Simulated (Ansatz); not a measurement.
**Relaxing Ru in the hcp type**

First guess:

```yaml
crystal:
  lattice:
    - [2.57404, 0.00000, 0.00000]
    - [-1.28702, 2.22918, 0.00000]
    - [0.00000, 0.00000, 4.16994]
  atoms:
    - { symbol: Ru, position: [0.33333, 0.66667, 0.25000] }
    - { symbol: Ru, position: [0.66667, 0.33333, 0.75000] }
```

Method: Ansatz 0.2.0, DFT, PBE, PAW with Ansatz's default frozen-core files, scalar-relativistic.

Cell and atoms relax within the symmetry of the start on a 16×16×9 k mesh with 0.05 eV Fermi–Dirac smearing.

The start is built from a prototype, known or not as a phase of this compound; the cutoff is 420 eV.

What is the pressure of the first guess?

61.2 GPa.

What does it relax to?

a = 2.723 Å, b = 2.723 Å, c = 4.288 Å, α = 90.00°, β = 90.00°, γ = 120.00° (conventional cell), 13.77 Å³ per atom:
```cif
data_structure
_symmetry_space_group_name_H-M 'P6_3/mmc'
_symmetry_Int_Tables_number 194
_cell_length_a 2.7226
_cell_length_b 2.7226
_cell_length_c 4.2885
_cell_angle_alpha 90.000
_cell_angle_beta 90.000
_cell_angle_gamma 120.000
_cell_volume 27.53
loop_
_atom_site_label
_atom_site_type_symbol
_atom_site_symmetry_multiplicity
_atom_site_Wyckoff_symbol
_atom_site_fract_x
_atom_site_fract_y
_atom_site_fract_z
_atom_site_occupancy
Ru1 Ru 2 c 0.33333 0.66667 0.25000 1
```

How much energy does the relaxation release?

311 meV/atom.
